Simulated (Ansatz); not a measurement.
Given:

HfC:
```
CELL_PARAMETERS angstrom
      0.00000     2.32049     2.32049
      2.32049     0.00000     2.32049
      2.32049     2.32049     0.00000
ATOMIC_POSITIONS crystal
  Hf 0.00000 0.00000 0.00000
  C  0.50000 0.50000 0.50000
```

This is the r²SCAN-relaxed structure.

Question: All from r²SCAN in the plane-wave PAW code Ansatz, unless another level is named. Estimate the electronic character.

Answer: metallic (no gap).

Question: Predict the formation energy from the elements (no fitted shifts).

Answer: -1.08 eV/atom.

Question: Predict the density of states at the Fermi level.

Answer: 0.11 states/eV per atom (mean over ±0.08 eV).

Question: Predict the gap with spin–orbit coupling.

Answer: none (metallic).

Space group Fm-3m (rock salt). The r²SCAN relaxation kept the symmetry of its start. The run is not spin-polarised. The references are the lowest solids computed at this level, not always the standard phases. Scalar-relativistic: spin–orbit coupling is off unless named, which matters more the heavier the elements.

Potentials: the earlier of the program's two PAW sets. The files were generated under PBE; for other functionals the program regenerates the frozen cores, and for LDA and PBEsol the local potential too.
